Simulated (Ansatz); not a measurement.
LaC:
```xyz
2
Lattice="0.0000 2.6748 2.6748 2.6748 0.0000 2.6748 2.6748 2.6748 0.0000" Properties=species:S:1:pos:R:3 pbc="T T T"
La     0.0000     0.0000     0.0000
C      2.6748     2.6748     2.6748
```

Relaxed with PBEsol. Special points in fractions of this cell's reciprocal vectors: Γ (0.000, 0.000, 0.000); X (0.500, 0.000, 0.500); U (0.625, 0.250, 0.625); K (0.375, 0.375, 0.750); L (0.500, 0.500, 0.500); W (0.500, 0.250, 0.750).

Question: List the band energies nearest the Fermi level at these points for plane-wave PAW PBEsol (Ansatz code).

Answer: In eV from the Fermi level; about four levels below and three above (degenerate sets whole), none deeper than 8.9 eV; points with the same levels are listed once.

| k | below | above |
|---|---|---|
| Γ | -8.71 | 0.46 0.46 0.46 |
| X | -8.71 -0.09 | 0.74 0.74 0.82 |
| U | -7.97 -0.90 -0.28 | 0.42 1.83 3.61 |
| L | -6.45 -2.78 -1.47 -1.47 | 3.33 3.61 3.61 |
| W | -7.87 -1.24 | 0.17 0.17 2.78 2.78 |

Space group Fm-3m (rock salt). The start of the workflow was typed in or built on a structure type; neither database checked (COD, Materials Project) lists it. Its standing as an ambient phase is unchecked. The PBEsol relaxation kept the symmetry of its start. At this level the phase is dynamically unstable (imaginary phonons). Its formation energy is positive at this level, so the cell may be metastable or incomplete. Scalar-relativistic: spin–orbit coupling is off unless named, which matters more the heavier the elements.

Potentials: the earlier of the program's two PAW sets. The files were generated under PBE; for other functionals the program regenerates the frozen cores, and for LDA and PBEsol the local potential too.
